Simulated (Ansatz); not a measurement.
ZnO (wurtzite, P6_3mc), the program Ansatz at the r²SCAN level (PAW). The conduction-band minimum lies at Γ, with 1 equivalent valley. Second derivatives d²E/dk² of the lowest band at one valley (eV·Å²), along Cartesian directions:

```csv
direction,d²E/dk²
[100],40.07
[010],40.07
[001],40.42
[110],40.07
[101],40.24
[011],40.24
```

Question: Find the principal effective masses, the density-of-states mass and the conductivity mass.

Answer: Off-diagonal terms follow from H_xy = H[110] − (H_xx + H_yy)/2, and m*/mₑ = 7.620 eV·Å² over each eigenvalue: 0.19, 0.19, 0.19. One valley's DOS mass (m₁m₂m₃)^(1/3) = 0.19, conductivity mass 3/(Σ 1/mᵢ) = 0.19 mₑ.

Question: What effective density of states Nc follows at 300 K for parabolic valleys?

Answer: Nc = 2.509e19 × 1 × (0.19)^(3/2) ≈ 2.1e18 cm⁻³.

Question: With the computed static dielectric constant 9.16 (mean of the diagonal), estimate a hydrogenic donor's binding energy and radius.

Answer: E = 13.606 eV × 0.19/9.16² ≈ 31 meV; a = 0.529 Å × ε/m* ≈ 26 Å. Semilocal masses tend to be too small where the gap is.

The r²SCAN relaxation kept the symmetry of its start; of distortions, only those at the zone centre were tested.

Potentials: the earlier of the program's two PAW sets.
